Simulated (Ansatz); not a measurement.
**Structures of Na$_{2}$Y: which is lowest?**

Plane-wave DFT in Ansatz with scalar-relativistic PAW potentials, cutoff 420 eV, Γ-centred meshes chosen by cell and gap, Gaussian smearing with energies taken to zero width. Every cell was relaxed (cell and atoms) in a run of its own, within the symmetry of its start. Functional: PBE.

Relaxed structures (starts from databases or built by putting these elements on another compound's sites):
A. Immm, 3 atoms in the computed cell, a = 3.260 Å, b = 6.216 Å, c = 10.302 Å; sites (symmetry × multiplicity) Na mm2 × 4, Y mmm × 2; start: built
B. I4/mmm, 3 atoms in the computed cell, a = 3.409 Å, c = 17.731 Å; sites (symmetry × multiplicity) Na 4mm × 4, Y 4/mmm × 2; start: built
C. I4/mcm, 6 atoms in the computed cell, a = 8.323 Å, c = 6.469 Å; sites (symmetry × multiplicity) Na m.2m × 8, Y 422 × 4; start: built

Problem. Rank them by energy. Could pressure change the order?

Solution.
| structure | group | E − E(lowest) (meV/atom) | V (Å³/atom) | gap on mesh (eV) |
| --- | --- | --- | --- | --- |
| B | I4/mmm | 0.0 | 34.35 | 0.00 |
| A | Immm | 188 | 34.79 | 0.00 |
| C | I4/mcm | 234 | 37.34 | 0.00 |

B is lowest, 188 meV/atom under A. The lowest is also the densest of these, so pressure wouldn't bring one of the others in at first order. Other structures may lie lower than all of these, and vibrations aren't counted.